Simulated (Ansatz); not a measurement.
One crystal and one scan (energy against volume) at two levels, PBE (plane waves to 420 eV, PAW, scalar-relativistic; Ansatz, an electronic-structure program) and r2SCAN (plane waves to 500 eV, PAW, scalar-relativistic; Ansatz), each from its own relaxed cell and on its own mesh. The cell shown is that of PBE.

Zr (hcp, Mg type)

```
Zr
1.0
    3.23126     0.00000     0.00000
   -1.61563     2.79835     0.00000
    0.00000     0.00000     5.17316
Zr
2
Cartesian
  0.00000   1.86557   3.87987
  1.61563   0.93278   1.29329
```

The volume is varied about the relaxed value V₀ at fixed cell shape. Symmetry pins the atoms to their sites.

The energy includes the smearing's −TS. Zr is run without spin polarisation. Zr was relaxed with its symmetry unable to fall. With the shape held, the modulus is that of even scaling; a crystal free to change shape is softer. Percentages come from the unrounded values. Both scans cover V/V₀ from 0.900 to 1.100.

Results of PBE:

Lattice constant a (Å): 3.231
Lattice constant c (Å): 5.173
Relaxed volume (Å³/atom): 23.39
Pressure at the smallest volume (GPa): 11.7
Bulk modulus at fixed cell shape B₀ (third-order Birch-Murnaghan fit) (GPa): 93.8

Task: Estimate the r2SCAN values.

Result: 
| quantity | r2SCAN | PBE − r2SCAN |
|---|---|---|
| Lattice constant a (Å) | 3.246 | -0.015 (-0.5 %) |
| Lattice constant c (Å) | 5.151 | +0.022 (+0.4 %) |
| Relaxed volume (Å³/atom) | 23.50 | -0.11 (-0.5 %) |
| Pressure at the smallest volume (GPa) | 11.9 | -0.2 (-2 %) |
| Bulk modulus at fixed cell shape B₀ (third-order Birch-Murnaghan fit) (GPa) | 95.6 | -1.8 (-1.9 %) |

PBE gives the higher value for: lattice constant c. PBE gives the lower value for: lattice constant a; bulk modulus at fixed cell shape B₀. They agree on: relaxed volume (within 0.6 %).

(A scan under strain: stresses follow from slopes of the energy per volume, elastic moduli from its curvatures.)
